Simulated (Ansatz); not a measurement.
Task: Name crystals whose computed values (DFT-HSE06 in the program Ansatz with PAW potentials) fall in these windows: B₀ by P(V) fit (GPa) 62 to 84; gap (eV) 1.1 to 1.4.

Result: 

```tsv
crystal	B₀ by P(V) fit (GPa)	gap (eV)
GaAs, wurtzite	71.9	1.29
GaAs, zinc blende	72.4	1.29
Ag2O, Pn-3m (Ag on 4c, O on 2a)	72.4	1.11
CdS, rock salt	80.8	1.23
GaCuSe2, chalcopyrite	65.1	1.36
```
Others may fit too.

Built on a structure type that need not be the filed one of that space group: GaAs, wurtzite. Not the usual ambient phase: GaAs, wurtzite; CdS, rock salt. All cells were relaxed under the symmetry of their starts (and spin orders); stability against distortions was not tested throughout. Rows with no word on spin ran without spin polarisation. Scalar-relativistic: spin–orbit coupling is off unless named, which matters more the heavier the elements.

Potentials: the later of the program's two PAW sets.
